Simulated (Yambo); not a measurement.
Quantum ESPRESSO input (LDA, PseudoDojo standard norm-conserving files, scalar-relativistic) whose wavefunctions are converted with p2y:

```
&CONTROL
  calculation = 'nscf'
  pseudo_dir = './pseudo'
  outdir = './out'
/
&SYSTEM
  ibrav = 0
  nat = 2
  ntyp = 2
  ecutwfc = 86.0
  ecutrho = 344.0
  occupations = 'fixed'
  force_symmorphic = .true.
  nbnd = 139
/
&ELECTRONS
  conv_thr = 2e-09
  diago_full_acc = .true.
  diago_thr_init = 1e-08
/
ATOMIC_SPECIES
Se 78.9710 Se.upf
Pb 207.2000 Pb.upf
CELL_PARAMETERS angstrom
  0.000000000000   3.090825000000   3.090825000000
  3.090825000000   0.000000000000   3.090825000000
  3.090825000000   3.090825000000   0.000000000000
ATOMIC_POSITIONS crystal
Se   0.500000000000   0.500000000000   0.500000000000
Pb   0.000000000000   0.000000000000   0.000000000000
K_POINTS automatic
2 2 2 0 0 0
```

Yambo's initialisation report on symmetry, reciprocal space, the k grid and the gaps on this mesh:

```
  [02.02] Symmetries
  ==================

  Inversion symmetry    : yes
  Spatial inversion     : yes
  Inversion index       :  25
  K-space Time-reversal : no
  Magnetic symmetries   : no
  Group table correct   : yes
  Symmetries units      :  [cc]

  [02.03] Reciprocal space
  ========================

  nG shells         :   399
  nG charge         :   43143
  nG WFs            :   6350
  nC WFs            :   5410
  G-vecs. in first 39 shells:  [ Number ]
     1    9   15   27   51   59   65   89  113
    137   169   181   229   259   283   307   331   339
    387   411   459   531   537   561   609   645   701
    725   749   821   869   893   941   965  1037  1067
   1139  1211  1243
  ...
  Shell energy in first 39 shells:  [ mHa ]
    0.00000      433.955      578.606      1157.21      1591.17      1735.82      2314.43      2748.38      2893.03
    3471.64      3905.59      4628.85      5062.81      5207.46      5786.06      6220.02      6364.67      6943.28
    7377.23      7521.88      8100.49      8534.44      9257.70      9691.66      9836.31      10414.9      10848.9
    10993.5      11572.1      12006.1      12150.7      12729.3      13163.3      13886.6      14320.5      14465.2
    15043.8      15477.7      15622.4
  ...

  [02.04] K-grid lattice
  ======================

  Compatible Grid is   : 3D
  Base K vectors       :  K_min[ 1 ]  K_min[ 2 ]  K_min[ 3 ]
  K_min[ 1 ] :  0.500000  0.500000  0.500000 [rlu]
  K_min[ 2 ] : -0.500000  0.000000  0.000000 [rlu]
  K_min[ 3 ] :  0.000000 -0.500000  0.000000 [rlu]
  Grid dimensions      :  2  2  2
  K lattice UC volume  :  0.077804 [a.u.]

  IBZ K-points                                      :  3
  BZ  K-points                                      :   8

  K/Q-points units:
  rlu = crystal or reduced units; cc = cartesian coordinates; iku = interal k-units

  K [1]          [rlu]:  0.000000  0.000000  0.000000
         WF components:   5329
  K [2]          [rlu]:  0.000000  0.000000 -0.500000
         WF components:   5396
  K [3]          [rlu]:  0.000000 -0.500000 -0.500000
         WF components:   5410

  [02.05] Energies & Occupations
  ==============================

  [X] === General ===
  [X] Electronic Temperature                        :  0.000000  0.000000 [eV K]
  [X] Bosonic    Temperature                        :  0.000000  0.000000 [eV K]
  [X] Finite Temperature mode                       : no
  [X] El. density                                   :  0.50801E+24 [cm-3]
  [X] Fermi Level                                   :  8.616947 [eV]

  [X] === Gaps and Widths ===
  [X] Conduction Band Min                           :  0.280721 [eV]
  [X] Valence Band Max                              :  0.000000 [eV]
  [X] Filled Bands                                  :  15
  [X] Empty Bands                                   :   16  139
  [X] Direct Gap                                    :  0.280721 [eV]
  [X] Direct Gap localized at k                     :  2
  [X] Indirect Gap                                  :  0.280721 [eV]
  [X] Indirect Gap between kpts                     :  2  2
  [X] Last valence band width                       :  3.000960 [eV]
  [X] 1st conduction band width                     :  4.296990 [eV]
```
The gaps are LDA values on this mesh alone; only operations without fractional translations are kept.

Spin-orbit coupling is not included.

Geometry of the Materials Project entry, not relaxed at this level.
